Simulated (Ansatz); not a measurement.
The cell comes from COD entry 9008478, which wasn't checked; take it as a given geometry.

An input for Pd and the output that it gave: DFT, LDA, all-electron LAPW, scalar-relativistic (Ansatz 0.2.0).

Command: `ansatz run input.yaml --threads 1 --pin off --max-ram 3072MiB --backend cpu --events-out ev --progress --plain --runs-dir out` The run took 28 s on 1 thread of Arm Neoverse V1, with other jobs on the host, peak memory 0.43 GiB.

```yaml
crystal:
  lattice:
    - [0.0, 1.9449, 1.9449]
    - [1.9449, 0.0, 1.9449]
    - [1.9449, 1.9449, 0.0]
  atoms:
    - { symbol: Pd, position: [0.0, 0.0, 0.0] }
kpoints:
  mp_grid: { grid: [18, 18, 18] }
  band_path:
    path:
      - [0.0, 0.0, 0.0]
      - [0.5, 0.0, 0.5]
      - [0.625, 0.25, 0.625]
      - [0.375, 0.375, 0.75]
      - [0.0, 0.0, 0.0]
      - [0.5, 0.5, 0.5]
      - [0.5, 0.25, 0.75]
      - [0.5, 0.0, 0.5]
    npoints: 14
scf:
  occupations: { method: fermi_dirac, width: 0.05 }
hamiltonian:
  xc: lda
  pseudopotentials: { kind: all_electron, lapw: { basis_error: 0.00025 } }
output:
  forces: true
  stress: true
  eigenvalues: true
  fatbands: true
  populations: true
  dos: { projected: true, de: 0.2, e_range: [-14, 8] }
```

What the program printed:

```
Pd: projections on atomic orbitals take those of the free atom 1s2 2s2 2p6 3s2 3p6 3d10 4s2 4p6 4d10, of charge +0.00 (hamiltonian.pseudopotentials.projection_atoms)
LAPW: plane waves up to 8.964 Å⁻¹, error target 2.5e-4 eV per atom; small_component_spin mean_spin; Pd in spheres of 1.375 Å, 28 of its electrons in bands, Dirac shells []
Engine: ansatz 0.2.0
Pseudopotentials: kind: all_electron
Pseudopotential: Pd, LAPW, valence charge 28, Koelling and Harmon's equation, gaussian nucleus
Functional definition: SPW92
  exchange = slater_x
  correlation = pw_c
Crystal: 1 atoms, lattice volume = 14.714 Å³
Basis set: ecut = 306.1663095229966 eV, 169 PW (Γ), exchange–correlation at level 2
Bands: 18, of which v1, the nominal top of the filled ones, is band 14 counted from 1 (13 counted from 0)
Symmetry: 48 space group operations
Space group: Fm-3m (ITA 225), of the structure as read, at distance tolerance 2.5e-5 Å
k-points: 195 of 5832
Non-local potential: Pd, projectors of the file, none
Initial density: superposition of atomic densities (chi_scale 0.1, normalization cell)
Initial wavefunctions: plane waves of lowest kinetic energy (no species holds an atomic orbital)
Functional: x = slater, c = lda
iter 1 solved again at ethr=8.07e-4 eV; its pass at ethr=1.00e-1 eV (dr2=2.26e-1 eV) is discarded
SCF iter   1: F=—  HF=-137179.680369 eV  |F-HF|=—  |Δ(HF+E_count)|=         —  Δρ=5.28e-2  dr2=2.27e-1  ethr=8.07e-4  ⟨swp⟩=2.7  Hψ=22414  notcnv=0
preconditioner: auto → none  [metal: Δε(μ)=0.005 eV  Ē_g=13.532 eV  σ=0.050 eV  W_gap=0.02  n_scr=8 (ndim 8)  ℏωp=30.6 eV  f_vac=0.005  D(μ)=2.28/eV (n_scr^D=26)  sad-step TF]
iter 2 solved again at ethr=9.26e-6 eV; its pass at ethr=8.07e-4 eV (dr2=2.59e-3 eV) is discarded
SCF iter   2: F=—  HF=-137178.790697 eV  |F-HF|=—  |Δ(HF+E_count)|=   8.90e-1  Δρ=4.77e-3  dr2=2.59e-3  ethr=9.26e-6  ⟨swp⟩=2.1  Hψ=17364  notcnv=0
SCF iter   3: F=—  HF=-137178.564623 eV  |F-HF|=—  |Δ(HF+E_count)|=   2.26e-1  Δρ=9.39e-3  dr2=9.22e-3  ethr=9.26e-6  ⟨swp⟩=3.0  Hψ=11648  notcnv=0
SCF iter   4: F=—  HF=-137178.554722 eV  |F-HF|=—  |Δ(HF+E_count)|=         —  Δρ=1.30e-3  dr2=1.96e-4  ethr=9.26e-6  ⟨swp⟩=2.0  Hψ=9929  notcnv=0
the basis was enlarged: its passes take 693.4 KiB over the memory plan, 1 of 1 planned eigensolver slots
SCF iter   5: F=—  HF=-137178.554647 eV  |F-HF|=—  |Δ(HF+E_count)|=   7.46e-5  Δρ=7.07e-5  dr2=5.43e-7  ethr=7.01e-7  ⟨swp⟩=2.0  Hψ=9924  notcnv=0
SCF iter   6: F=-137178.554647 eV  HF=-137178.554647 eV  |F-HF|=3.82e-8  |Δ(HF+E_count)|=   3.37e-7  Δρ=8.79e-6  dr2=8.01e-9  ethr=1.94e-9  ⟨swp⟩=2.4  Hψ=10044  notcnv=0
SCF 1 converged in 6 iterations: F = -137178.554647 eV  dr2 = 8.01e-9
NSCF: frozen V_eff on 99 k-points
SCF converged after 6 iterations
Free energy (F): -137178.554647 eV
Harris-Foulkes:  -137178.554647 eV  (|F-HF|=3.82e-8)
Internal energy: -137178.536587 eV  (E = F + TS)
E sigma→0 (E₀):  -137178.545617 eV
Entropy (-TS):   -0.018060 eV (-18.060 meV/atom)
Fermi energy:    21.230002 eV
--- Per-component energies (eV) ---
  E_band       = -3143.935750
  E_kinetic    = 143121.166596
  E_xc         = -3792.580862
  E_electrostatic = -276507.122321  (all electrons and nuclei)
  E_smearing   = -0.018060  (= −TS)
  E_closure    = 0.000000  (closes the sum)
  E_atoms      = -137173.487985  (free atoms, spherical and without spin; not in F)
  Σ components = -137178.554647   (vs F -137178.554647, Δ=0.00e0)
  Basis errors (estimates in eV, not in F): energy 5.5e-5 per atom: plane waves 4.4e-5 (2.3e-5 summed), levels above the bands 2.9e-166, relativity 3.9e-9, radial functions 1.0e-5, core shells 5.6e-8; eigenvalues (radial functions only) 2.7e-7; not estimated: angular momenta, meshes, grids; target (lapw.basis_error) 2.5e-4; muffin-tin radii Pd 1.375 Å
--- Forces (eV/Å), atoms counted from 1 ---
  atom   1  Pd    -0.00000000    -0.00000000    -0.00000000
  max |Σ_I F_I| component: 2.30e-31 eV/Å
--- Stress (GPa, compression-positive) ---
       -8.045651      -0.000000      -0.000000
       -0.000000      -8.045651      -0.000000
       -0.000000      -0.000000      -8.045651
  P = ⅓ Tr σ = -8.0457 GPa (-80.457 kbar)
--- Band table (eV; the first three rows and the last of 195) ---
  k-point 0: bands = ["-303.3432", "-303.3432", "-303.3432", "-303.3189", "-303.3189", "-62.7445", "-28.3068", "-28.3068", "-28.3068", "13.9285", "18.3385", "18.3385", "18.3385", "19.9918", "19.9918", "38.1961", "42.8581", "42.8581"]
  k-point 1: bands = ["-303.3432", "-303.3432", "-303.3432", "-303.3189", "-303.3189", "-62.7429", "-28.3197", "-28.3086", "-28.3086", "14.0416", "18.2976", "18.3783", "18.3783", "19.9723", "19.9723", "38.3192", "42.1560", "42.9909"]
  k-point 2: bands = ["-303.3432", "-303.3432", "-303.3432", "-303.3189", "-303.3189", "-62.7380", "-28.3569", "-28.3139", "-28.3139", "14.3685", "18.1953", "18.4824", "18.4824", "19.9314", "19.9314", "38.6006", "40.6845", "43.3698"]
  k-point 194: bands = ["-303.3432", "-303.3432", "-303.3432", "-303.3189", "-303.3189", "-62.6701", "-28.6063", "-28.5645", "-28.4675", "16.8015", "17.4279", "18.1791", "19.9404", "21.5237", "29.3024", "30.7800", "31.4527", "32.8629"]
--- Löwdin populations: 1 site ---
  site symbol       q [e]
     0     Pd     45.3604
  spilling = 0.013905 (of n_electrons = 46.000000)
```

Spin polarisation is left out, and whether a magnetic state lies lower isn't shown here.
